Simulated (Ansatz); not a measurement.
Several occupations of a hcp lattice at one composition, 3 Rh, 2 Ag, 11 Ir. Sites, in fractions of the cell 2.776 -4.808 0.000; 2.776 4.808 0.000; 0.000 0.000 8.883 Å:

| cell | sites |
| --- | --- |
| all | Ir (0.17 0.83 0.88), Ir (0.33 0.17 0.62), Ir (0.67 0.33 0.88), Ir (0.67 0.83 0.88), Ir (0.83 0.17 0.12) |
| 1 | Ag (0.33 0.67 0.62), Ag (0.67 0.83 0.38), Ir (0.17 0.33 0.88), Ir (0.17 0.83 0.38), Ir (0.33 0.17 0.12), Ir (0.67 0.33 0.38), Ir (0.83 0.17 0.62), Ir (0.83 0.67 0.62), Rh (0.17 0.33 0.38), Rh (0.33 0.67 0.12), Rh (0.83 0.67 0.12) |
| 2 | Ag (0.33 0.67 0.62), Ag (0.67 0.33 0.38), Ir (0.17 0.33 0.88), Ir (0.33 0.17 0.12), Ir (0.33 0.67 0.12), Ir (0.67 0.83 0.38), Ir (0.83 0.67 0.12), Ir (0.83 0.67 0.62), Rh (0.17 0.33 0.38), Rh (0.17 0.83 0.38), Rh (0.83 0.17 0.62) |
| 3 | Ag (0.17 0.33 0.88), Ag (0.33 0.17 0.12), Ir (0.17 0.33 0.38), Ir (0.33 0.67 0.12), Ir (0.33 0.67 0.62), Ir (0.67 0.33 0.38), Ir (0.83 0.17 0.62), Ir (0.83 0.67 0.12), Rh (0.17 0.83 0.38), Rh (0.67 0.83 0.38), Rh (0.83 0.67 0.62) |

Each was relaxed without symmetry on coarser meshes and computed once more. The calculation used Ansatz, DFT PBE, scalar-relativistic, plane waves, PAW.

Settings: cutoff 420 eV, Γ-centred mesh 7×7×4 on the computed 16-atom cell, Gaussian smearing of 0.10 eV; no spin polarisation.

Warren–Cowley parameters of the first shell of the sublattice with most elements (negative: unlike neighbours preferred):
| cell | Ir-Rh | Ag-Ir | Ag-Rh |
| --- | --- | --- | --- |
| 1 | -0.01 | -0.03 | -0.11 |
| 2 | 0.15 | 0.09 | -1.00 |
| 3 | -0.09 | -0.27 | 0.78 |

Question: Which occupation is lowest in energy, and by how much?

Answer: Cell 1.
| cell | E − E(lowest) (meV/atom) | V (Å³/atom) |
| --- | --- | --- |
| 1 | 0.0 | 14.80 |
| 2 | 17.0 | 14.84 |
| 3 | 19.6 | 14.81 |

The final mesh leaves forces up to 0.21 eV/Å and stresses up to 2.5 GPa: the relaxation ran on a coarser mesh, so the cell's shape, its bonds and its energy belong partly to that mesh.

Spin–orbit coupling is left out, which can shift energies with elements as heavy as these.

Cost: 6 runs of about 12 core-minutes in all (earlier runs that led there not counted), on AMD EPYC 9R45 (Zen 5) (shared hosts).